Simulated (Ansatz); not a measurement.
SiS₂ (SiS2 type, space group Ibam)

```
CELL_PARAMETERS angstrom
     -2.90113     4.94798     2.77258
      2.90113    -4.94798     2.77258
      2.90113     4.94798    -2.77258
ATOMIC_POSITIONS crystal
  S  0.88524 0.80031 0.68556
  S  0.38524 0.69969 0.08493
  S  0.61476 0.30031 0.91507
  S  0.11476 0.19969 0.31444
  Si 0.75000 0.75000 0.00000
  Si 0.25000 0.25000 0.00000
```

E(V) scan at fixed shape, V₀ the volume above. The atoms relax within the cell's symmetry.

All values below come from r2SCAN (plane waves to 500 eV, PAW, scalar-relativistic; Ansatz, a first-principles code). k mesh 9×9×9 (Γ-centred), Fermi-Dirac smearing 0.05 eV. Energies are smeared free energies. Stress and pressure are positive under compression. With the shape held, the modulus is that of even scaling; a crystal free to change shape is softer. SiS2 was relaxed with its symmetry unable to fall. The zero of ΔE is the relaxed starting cell.

```csv
V (Å³/atom),ΔE (meV/atom)
23.880,16.7
24.410,10.4
24.941,5.7
25.472,2.4
26.002,0.6
26.533,0.0
27.064,0.5
27.594,withheld
28.125,4.7
28.656,8.2
29.186,12.6
```

Problem. Fit a third-order Birch-Murnaghan form (E₀, V₀, B₀, B₀′ free) to the given rows and predict ΔE at V = 27.594.

Solution. Least squares on the 10 given rows: ΔE = E₀ + (9V₀B₀/16)·y²·[2 + (B₀′ − 4)y], y = (V₀/V)^(2/3) − 1, with V₀ = 26.544 Å³/atom, B₀ = 17.47 GPa (160.2 GPa = 1 eV/Å³; the term in eV is multiplied by 1000), B₀′ = 2.99, E₀ = -0.04 meV/atom; root-mean-square residual 0.03 meV/atom. At 27.594 the fit gives 2.1 meV/atom; the calculation gives 2.1 meV/atom, the same to the digits shown. For the pressure the fit gives -0.64 GPa against the computed -0.63 GPa.

(Under strain, the slope of the energy per volume gives the stress and its curvature an elastic modulus.)
